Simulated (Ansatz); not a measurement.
**Nb₃Pb: reading a single point**

```xyz
8
Lattice="5.4049 0.0000 0.0000 0.0000 5.4049 0.0000 0.0000 0.0000 5.4049" Properties=species:S:1:pos:R:3 pbc="T T T"
Nb    1.3512    0.0000    2.7025
Nb    2.7025    4.0537    0.0000
Nb    4.0537    0.0000    2.7025
Nb    2.7025    1.3512    0.0000
Nb    0.0000    2.7025    4.0537
Nb    0.0000    2.7025    1.3512
Pb    0.0000    0.0000    0.0000
Pb    2.7025    2.7025    2.7025
```

Method: PBE, no spin polarisation; PAW, plane waves to 420 eV, 6×6×6 Γ-centred mesh, fermi-dirac occupations (width 0.0194 eV) (Ansatz 0.2.0), atoms fixed.

(1) What happens at the Fermi level?

(2) What does the stress say?

(3) What do density and ELF say about some of the short contacts?

(4) Is it stable against the elements?

(5) Give the Bader charges.

Origin: a database entry at a rescaled volume. Caveats: many states at the Fermi level without spin polarisation, so a magnetic state may lie lower.

## Answers

(1) It is a metal, with about 11 states/eV a cell as the mean within 0.25 eV of the Fermi level, mostly Nb d (86 %).

(2) The pressure is -2.9 GPa (compression positive), so with the atoms held at these fractions the cell would first shrink.

(3) Nb–Nb at 2.70 Å: least valence density 0.41 e/Å³ and ELF 0.34 there. Nb–Pb at 3.02 Å: least valence density 0.22 e/Å³ and ELF 0.20 there. These are pseudo-fields; inside the PAW spheres they differ from the all-electron ones.

(4) 0.12 eV an atom against the elements' usual phases (free molecules for gases, crystals otherwise, with no correction for O₂ or N₂), so at this geometry it isn't bound against them. Relaxing would lower it.

(5) Bader charges in e: Nb +0.29, Pb -0.86. In the mean Nb gives up most and Pb takes most.
